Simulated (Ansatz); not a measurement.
## Eigenvalues along a path: Zr2Zn

```
Zr Zn
1.0
    -1.25954    1.25954    4.34479
     1.25954   -1.25954    4.34479
     1.25954    1.25954   -4.34479
Zr Zn
2 1
Direct
  0.65614 0.65614 0.00000
  0.34386 0.34386 0.00000
  0.00000 0.00000 0.00000
```

The base volume is that of a database entry, so it needn't be at zero pressure; the structure needn't be the stable phase, at rest or compressed.

Level of theory: DFT with PBEsol, scalar-relativistic, in Ansatz 0.2.0; a Γ-centred 15×15×15 k mesh, Fermi–Dirac smearing of 0.05 eV, no spin polarisation. LAPW: all electrons, basis error target 1 meV/atom.

This run: volume at 0.45 of the series' base cell.

The structure type is held throughout; the real material can change phase at far lower pressure.

Path points, in fractions of the reciprocal vectors: Γ (0.000, 0.000, 0.000), X (0.000, 0.000, 0.500), P (0.250, 0.250, 0.250), N (0.000, 0.500, 0.000), M (0.500, 0.500, -0.500), S (0.271, 0.729, -0.271), S0 (-0.271, 0.271, 0.271). The distance column jumps between branches of the path. Levels in eV from the Fermi level; bands 28 to 46, counted from the lowest band of the run. The gap is zero, the pressure 331.7 GPa.

```
# k(1/Å) point b28 b29 b30 b31 b32 b33 b34 b35 b36 b37 b38 b39 b40 b41 b42 b43 b44 b45 b46
0.000 Γ -24.92 -24.32 -24.32 -11.89 -11.17 -10.15 -10.15 -9.98 -8.85 -6.40 -6.20 -1.35 0.57 2.69 2.69 3.97 3.97 6.12 6.91
0.294 - -24.76 -24.58 -24.56 -11.70 -11.06 -10.20 -10.17 -10.04 -8.29 -5.78 -5.43 -1.05 0.72 1.70 1.85 2.19 3.78 5.37 7.52
0.588 - -25.77 -25.19 -24.28 -11.24 -10.81 -10.35 -10.28 -10.26 -7.33 -4.16 -3.43 -0.51 -0.47 0.91 1.24 1.25 3.19 3.61 5.44
0.882 - -26.73 -25.95 -24.36 -10.70 -10.64 -10.55 -10.53 -10.44 -7.53 -2.96 -1.56 -0.77 -0.62 0.45 1.08 1.48 2.65 4.10 4.65
1.176 - -27.18 -26.62 -24.81 -10.92 -10.78 -10.71 -10.51 -10.01 -8.18 -4.21 -2.34 -1.78 -1.65 0.74 3.06 4.07 4.60 5.30 7.00
1.470 - -27.25 -27.08 -25.51 -11.24 -10.96 -10.58 -10.53 -9.47 -8.01 -6.01 -4.82 -2.75 -2.01 1.67 5.30 5.38 7.58 8.66 9.90
1.764 X -27.23 -27.11 -26.00 -11.44 -11.02 -10.40 -10.39 -9.23 -7.28 -6.83 -6.46 -3.15 -2.14 1.94 6.27 6.76 8.06 9.60 11.82
1.824 - -27.23 -27.11 -26.00 -11.43 -11.01 -10.42 -10.40 -9.23 -7.23 -6.84 -6.45 -3.44 -1.82 1.99 5.65 7.38 7.75 9.92 11.82
1.884 - -27.23 -27.12 -26.00 -11.38 -10.99 -10.47 -10.45 -9.23 -7.10 -6.85 -6.44 -3.95 -1.22 2.12 4.84 7.17 8.19 10.55 11.82
1.944 - -27.22 -27.13 -26.00 -11.32 -10.95 -10.55 -10.52 -9.23 -6.89 -6.87 -6.42 -4.47 -0.55 2.32 4.03 6.56 9.00 11.23 11.82
2.005 - -27.20 -27.14 -26.00 -11.24 -10.90 -10.64 -10.60 -9.23 -6.89 -6.61 -6.41 -4.98 0.16 2.55 3.23 6.02 9.81 11.82 11.85
2.065 - -27.19 -27.16 -26.01 -11.15 -10.84 -10.73 -10.68 -9.23 -6.90 -6.40 -6.27 -5.45 0.90 2.43 2.76 5.62 10.60 11.82 11.99
2.125 P -27.17 -27.17 -26.01 -11.11 -10.77 -10.76 -10.76 -9.23 -6.91 -6.39 -5.88 -5.88 1.66 1.66 2.85 5.47 11.37 11.37 11.82
2.333 - -27.24 -26.82 -25.88 -11.08 -10.92 -10.68 -10.55 -9.39 -7.09 -6.73 -5.29 -5.16 0.81 1.63 3.30 5.75 9.29 9.80 11.75
2.541 - -27.17 -26.45 -25.65 -10.94 -10.92 -10.57 -10.42 -9.76 -6.93 -6.86 -4.35 -3.74 -0.49 1.67 3.05 5.43 7.28 7.71 11.30
2.749 - -26.68 -26.09 -25.45 -10.84 -10.83 -10.58 -10.43 -10.04 -6.86 -5.97 -3.26 -2.19 -1.66 1.58 1.80 3.10 6.12 7.32 11.38
2.957 - -25.98 -25.62 -25.26 -11.19 -10.67 -10.51 -10.49 -10.02 -6.66 -4.65 -3.26 -2.05 -0.76 0.37 0.82 2.75 4.62 7.09 10.81
3.164 - -25.60 -25.08 -24.88 -11.53 -10.57 -10.54 -10.49 -9.91 -6.48 -4.54 -3.29 -1.05 -0.91 -0.78 1.77 2.84 3.76 6.93 8.68
3.372 N -25.54 -24.83 -24.64 -11.66 -10.62 -10.55 -10.42 -9.86 -6.41 -5.02 -2.93 -1.53 -0.28 -0.04 0.97 2.53 4.75 7.11 7.15
3.589 - -25.30 -25.01 -24.53 -11.61 -10.58 -10.50 -10.40 -9.96 -6.60 -4.58 -3.48 -1.38 -0.21 0.10 1.08 2.26 4.83 6.70 7.77
3.805 - -25.29 -24.95 -24.42 -11.52 -10.48 -10.37 -10.33 -10.22 -6.82 -4.50 -3.65 -1.12 -0.09 0.49 0.93 1.40 4.80 6.65 8.28
4.022 - -25.58 -24.72 -24.35 -11.52 -10.63 -10.33 -10.27 -10.20 -7.11 -5.40 -2.54 -1.84 -0.07 0.12 1.12 1.94 3.52 6.94 7.91
4.238 - -25.50 -24.64 -24.33 -11.63 -10.96 -10.23 -10.20 -10.08 -7.78 -5.92 -4.02 -1.45 0.58 0.58 1.85 2.32 2.69 7.06 7.88
4.454 - -24.77 -24.65 -24.32 -11.80 -11.12 -10.17 -10.16 -10.00 -8.53 -6.22 -5.66 -1.24 0.61 1.86 2.45 2.99 3.53 6.50 7.35
4.671 Γ -24.92 -24.32 -24.32 -11.89 -11.17 -10.15 -10.15 -9.98 -8.85 -6.40 -6.20 -1.35 0.57 2.69 2.69 3.97 3.97 6.12 6.91
4.791 - -25.00 -24.31 -24.31 -11.90 -11.22 -10.15 -10.15 -9.98 -8.74 -6.35 -6.16 -1.38 0.39 2.22 2.22 4.55 4.55 6.11 6.25
4.912 - -25.25 -24.30 -24.30 -11.92 -11.38 -10.13 -10.13 -9.98 -8.42 -6.23 -6.05 -1.46 -0.17 1.51 1.51 5.55 5.55 5.98 6.08
5.032 - -25.62 -24.28 -24.28 -11.96 -11.57 -10.11 -10.11 -9.97 -7.94 -6.04 -5.90 -1.57 -1.05 0.90 0.90 6.04 6.20 6.66 6.66
5.153 - -26.06 -24.27 -24.27 -11.99 -11.75 -10.08 -10.08 -9.97 -7.42 -5.73 -5.72 -2.12 -1.70 0.44 0.44 6.00 6.70 7.75 7.75
5.273 - -26.09 -24.26 -24.26 -12.01 -11.87 -10.07 -10.07 -9.97 -7.04 -5.60 -5.16 -3.22 -1.80 0.15 0.15 5.97 7.21 8.68 8.68
5.394 M -26.09 -24.25 -24.25 -12.02 -11.92 -10.06 -10.06 -9.97 -6.91 -5.55 -4.51 -4.06 -1.83 0.06 0.06 5.96 7.43 9.09 9.09
5.584 - -25.93 -24.48 -24.25 -11.96 -11.80 -10.13 -10.09 -10.01 -6.96 -5.28 -4.49 -3.69 -1.57 0.08 0.20 5.41 6.95 8.02 8.36
5.775 - -25.77 -25.04 -24.23 -11.87 -11.42 -10.28 -10.17 -10.12 -7.29 -4.66 -3.99 -2.86 -0.73 0.11 0.61 4.29 5.26 6.54 7.39
5.965 - -25.73 -25.62 -24.23 -11.80 -10.93 -10.46 -10.28 -10.26 -7.71 -4.41 -2.47 -2.04 0.17 0.36 1.13 3.16 3.82 4.93 6.99
6.155 - -25.80 -25.49 -24.27 -11.77 -10.60 -10.47 -10.39 -10.39 -7.89 -4.10 -1.62 -1.51 0.60 0.87 1.34 2.22 3.44 4.11 7.37
6.346 - -25.84 -25.22 -24.36 -11.76 -10.67 -10.48 -10.47 -10.12 -7.68 -3.65 -2.12 -1.95 0.68 0.81 1.55 2.44 3.07 4.53 8.99
6.536 S -25.58 -24.96 -24.52 -11.71 -10.67 -10.51 -10.49 -9.92 -7.12 -3.08 -3.06 -2.91 0.16 0.65 1.16 2.80 3.77 5.53 8.49
7.289 S0 -25.58 -24.96 -24.52 -11.71 -10.67 -10.51 -10.49 -9.92 -7.12 -3.08 -3.06 -2.91 0.16 0.65 1.16 2.80 3.77 5.53 8.49
7.514 - -25.19 -24.80 -24.70 -11.59 -10.58 -10.47 -10.44 -9.89 -6.20 -4.15 -4.10 -2.22 -0.20 0.01 1.08 2.72 4.92 6.79 7.96
7.740 - -25.14 -24.85 -24.51 -11.48 -10.45 -10.38 -10.34 -10.10 -5.86 -4.85 -4.40 -1.34 -0.51 0.02 1.34 1.51 5.39 7.64 7.65
7.965 - -25.49 -24.62 -24.39 -11.47 -10.48 -10.33 -10.28 -10.22 -6.75 -5.43 -2.95 -1.25 -0.52 -0.06 0.80 1.81 4.01 7.67 7.72
8.190 - -25.68 -24.57 -24.34 -11.59 -10.87 -10.24 -10.20 -10.10 -7.70 -5.89 -3.68 -1.53 0.36 0.67 1.99 2.15 2.28 7.21 8.14
8.416 - -24.72 -24.72 -24.32 -11.79 -11.10 -10.18 -10.16 -10.01 -8.51 -6.21 -5.57 -1.22 0.67 1.93 2.59 2.64 3.28 6.53 7.84
8.641 Γ -24.92 -24.32 -24.32 -11.89 -11.17 -10.15 -10.15 -9.98 -8.85 -6.40 -6.20 -1.35 0.57 2.69 2.69 3.97 3.97 6.12 6.91
```
